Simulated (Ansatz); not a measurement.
Computed with Ansatz 0.2.0, DFT, LDA (PW92), plane waves (420 eV) with PAW, scalar-relativistic. The PAW files were generated under PBE, with cores re-solved for the functional.

An element in the omega (AlB2-type) structure gives this curve. The cell is scaled uniformly from the relaxed one, with fractional coordinates and shape fixed. Energies are extrapolated to zero smearing, pressures are those at the given smearing. Magnetic state: ferromagnetic.

```
V (Å³/atom)  E − E₀ (meV/atom)  P (GPa)  sphere moment (μB)
      8.975              145.7    43.56                1.46
      9.383               59.0    25.29                1.51
      9.791               13.6    11.04                1.55
     10.199                0.2    -0.23                1.59
     10.607               12.6    -9.41                1.65
     11.015               46.3   -16.86                1.68
     11.423               97.2   -22.83                1.70
```

(1) Which element is it?
A. phosphorus
B. chromium
C. cobalt
D. vanadium

## Answers

(1) C. Its fit is V₀ = 10.19 Å³/atom, B₀ = 256 GPa, B₀′ = 4.4.
